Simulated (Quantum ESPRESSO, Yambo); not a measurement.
# CdZnS2: DFT and GW levels

```cif
data_CdS2Zn
_chemical_formula_sum 'S2 Zn1 Cd1'
_space_group_name_H-M_alt 'P 1'
_space_group_IT_number 1
_cell_length_a 3.92812
_cell_length_b 3.92812
_cell_length_c 5.65245
_cell_angle_alpha 90.000
_cell_angle_beta 90.000
_cell_angle_gamma 90.000
loop_
_space_group_symop_operation_xyz
  'x, y, z'
loop_
_atom_site_label
_atom_site_type_symbol
_atom_site_fract_x
_atom_site_fract_y
_atom_site_fract_z
_atom_site_occupancy
S1 S 0.50000 0.00000 0.27543 1
S2 S 0.00000 0.50000 0.72457 1
Zn1 Zn 0.00000 0.00000 0.50000 1
Cd1 Cd 0.50000 0.50000 0.00000 1
```

Cell and atoms were relaxed with PBEsol from Materials Project entry mp-971712, within its symmetry.

Starting point: PBEsol (Quantum ESPRESSO, PseudoDojo norm-conserving, 102 Ry, with spin-orbit coupling). G0W0 in Yambo: 4×4×2 Γ-centred k mesh, bands 17 to 214 and a 6 Ry block in the screening, 214 bands in G with the Bruneval-Gonze terminator, plasmon pole fitted at 27.2 eV.

```yaml
PBEsol gap along the band path: 1.36 eV
PBEsol gap between the mesh's edge points (Γ → Γ): 1.36 eV
G0W0 gap between the same points: 2.58 eV
```

```tsv
k point	band	E PBEsol (eV)	E QP (eV)	shift (eV)	Z
Γ	VB−2	-0.03	-0.74	-0.71	0.79
Γ	VB−1	0.00	-0.71	-0.71	0.79
Γ	VB	0.00	-0.71	-0.71	0.79
Γ	CB	1.36	1.88	0.51	0.81
Γ	CB+1	1.36	1.88	0.51	0.81
Z	VB	-0.92	-1.67	-0.75	0.79
Z	CB	3.79	4.33	0.54	0.81
X	VB	-0.68	-1.40	-0.72	0.79
X	CB	4.17	4.82	0.66	0.81
R	VB	-0.62	-1.34	-0.72	0.79
R	CB	2.86	3.41	0.55	0.82
M	VB	-2.06	-2.81	-0.75	0.77
M	CB	3.19	3.52	0.33	0.82
A	VB	-2.50	-3.39	-0.89	0.79
A	CB	5.34	5.71	0.37	0.81
```

Energies count from the PBEsol valence-band maximum.

Nearest settings tried, and what they do to the gap: 148 bands in G: +3 meV; 148 bands in W, 148 bands in G: +50 meV; 5 Ry block (125 vectors against 145): -7 meV; 2×2×1 mesh: -328 meV. So the settings aren't converged at that level.

The structure is a Materials Project entry; no match was found in the copy of COD used, and its stability was not checked.
